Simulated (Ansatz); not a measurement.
Cu:
```cif
data_Cu4
_chemical_formula_sum 'Cu4'
_space_group_name_H-M_alt 'P63/mmc'
_space_group_IT_number 194
_space_group_name_Hall '-P 6c 2c'
_cell_length_a 2.53103
_cell_length_b 2.53103
_cell_length_c 8.25305
_cell_angle_alpha 90.000
_cell_angle_beta 90.000
_cell_angle_gamma 120.000
loop_
_atom_site_label
_atom_site_type_symbol
_atom_site_symmetry_multiplicity
_atom_site_Wyckoff_symbol
_atom_site_fract_x
_atom_site_fract_y
_atom_site_fract_z
_atom_site_occupancy
Cu1 Cu 2 a 0.00000 0.00000 0.00000 1
Cu2 Cu 2 c 0.33333 0.66667 0.25000 1
```

Relaxed with r²SCAN.

Q: Tabulate the valence density and the electron localisation function along the shortest Cu–Cu contact (2.53 Å), DFT-r²SCAN in the program Ansatz with PAW potentials.

A: 

| distance from Cu (Å) | density (e/Å³) | ELF |
|---|---|---|
| 0.25 | 37.82 | 0.79 |
| 0.38 | 18.67 | 0.56 |
| 0.51 | 7.89 | 0.35 |
| 0.63 | 3.20 | 0.24 |
| 0.76 | 1.35 | 0.19 |
| 0.88 | 0.62 | 0.17 |
| 1.01 | 0.38 | 0.17 |
| 1.14 | 0.30 | 0.20 |
| 1.26 | 0.28 | 0.22 |
| 1.39 | 0.30 | 0.20 |
| 1.52 | 0.38 | 0.17 |
| 1.64 | 0.63 | 0.17 |
| 1.77 | 1.36 | 0.19 |
| 1.90 | 3.21 | 0.24 |
| 2.02 | 7.90 | 0.35 |
| 2.15 | 18.71 | 0.56 |
| 2.28 | 37.87 | 0.79 |

The density is the valence pseudo-density with augmentation charge, so density and ELF within about 1 Å of a nucleus are not all-electron values.

Space group P6_3/mmc (dhcp (α-La type)). The first step of the workflow began from a Materials Project structure, measured or hypothetical; the Crystallography Open Database copy checked does not list it. It is not the phase usual at ambient conditions (space group No. 225). Symmetry was held in the r²SCAN relaxation; of distortions, only those at the zone centre were tested. No spin polarisation was allowed.

Potentials: the later of the program's two PAW sets.
